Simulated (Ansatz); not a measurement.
Name crystals whose computed values (PBEsol (plane waves, PAW; program Ansatz)) fall in these windows: G_Hill (GPa) 160 to 210; Θ_D (K) 410 to 550; highest Γ mode, no LO–TO term (cm⁻¹) 650 to 870.



```csv
crystal,G_Hill (GPa),Θ_D (K),"highest Γ mode, no LO–TO term (cm⁻¹)"
"W2C, P-31m (W on 6k, C on 1a, C on 2d)",178,464,748
"TaN, P-62m (Ta on 1a, Ta on 2d, N on 3f)",197,545,703
```
Others may fit too.

Not the usual ambient phase: TaN, P-62m (Ta on 1a, Ta on 2d, N on 3f). Standing as an ambient phase not checked: W2C, P-31m (W on 6k, C on 1a, C on 2d). All cells were relaxed under the symmetry of their starts (and spin orders); stability against distortions was not tested throughout. Rows with no word on spin ran without spin polarisation. Spin–orbit coupling is left out wherever it is not named.

Potentials: the later of the program's two PAW sets.
